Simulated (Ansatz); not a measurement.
Polymorphs of TaAg, each relaxed with plane-wave PAW PBE (Ansatz code):

A: L1₀ or tetragonal B2 (P4/mmm)
a = 2.8287 Å, b = 2.8287 Å, c = 4.4036 Å, α = 90.00°, β = 90.00°, γ = 90.00°

```json
[
 {"atom": "Ag", "site": "1a", "symmetry": "4/mmm", "x": "0.0000", "y": "0.0000", "z": "0.0000"},
 {"atom": "Ta", "site": "1d", "symmetry": "4/mmm", "x": "0.5000", "y": "0.5000", "z": "0.5000"}
]
```

B: Cmcm
a = 2.705 Å, b = 11.538 Å, c = 4.568 Å, α = β = γ = 90.00°

```csv
atom,site,symmetry,x,y,z
Ta,4c,m2m,0.0000,0.3182,0.2500
Ag,4c,m2m,0.0000,0.0641,0.2500
```

### Question
Order them by energy per atom at 0 K (lowest first) at the level PBE.

### Answer
B (+0 meV/atom), A (+53 meV/atom)

Typed or built starts, not in the databases checked: A; B. All cells were relaxed under the symmetry of their starts (and spin orders); stability against distortions was not tested throughout. Rows with no word on spin ran without spin polarisation. Scalar-relativistic: spin–orbit coupling is off unless named, which matters more the heavier the elements.

Energies hold the estimated change up to a 700 eV cutoff; steps of a few meV lie near the error of the meshes.

Potentials: the earlier of the program's two PAW sets.
